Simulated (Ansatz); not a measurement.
# Relaxing a structure of Cr

The start is a relaxed Cr cell deformed by the Cartesian strain tensor (xx, yy, zz, yz, xz, xy) = (-0.120, 0.074, 0.033, -0.007, 0.041, -0.046). The structure is fully relaxed (lattice and positions, P = 0) with PBE (plane waves to 420 eV, PAW, scalar-relativistic; Ansatz, a quantum-chemistry and plane-wave program). The first steps use a coarse 15×16×17 k-mesh.

Starting cell:
```
CELL_PARAMETERS angstrom
     -1.25951     1.58560     1.40262
      1.37770    -1.60411     1.53932
      1.12850     1.47310    -1.42113
ATOMIC_POSITIONS crystal
  Cr 0.00000 0.00000 0.00000
```

Task: How large is the pressure on the unrelaxed cell, and of which sign?

Result: +13.5 GPa (positive: the cell is compressed).

Task: By how much does the energy per atom fall from start to end?

Result: 0.28 eV/atom.

Task: How does the volume per atom move from start to end?

Result: +2.8 %, from 11.23 to 11.55 Å³/atom.

Task: Does it find its way back to the structure it was made from?

Result: It returns to the parent structure, Im-3m (No. 229).

Task: What band gap does the relaxed structure have at this level?

Result: Zero (metallic).

Final structure:

Space group Im-3m (No. 229); a = b = c = 2.8479 Å, α = β = γ = 90.00°

```tsv
atom	site	symmetry	x	y	z
Cr	2a	m-3m	0.0000	0.0000	0.0000
```
(The calculation used a cell of 1 atom; values per cell refer to that cell.)

Final values are on a 23×23×23 k-mesh of the relaxed cell. No spin polarisation in the result. A magnetic state may lie lower.

The run could not lose the symmetry of its start.
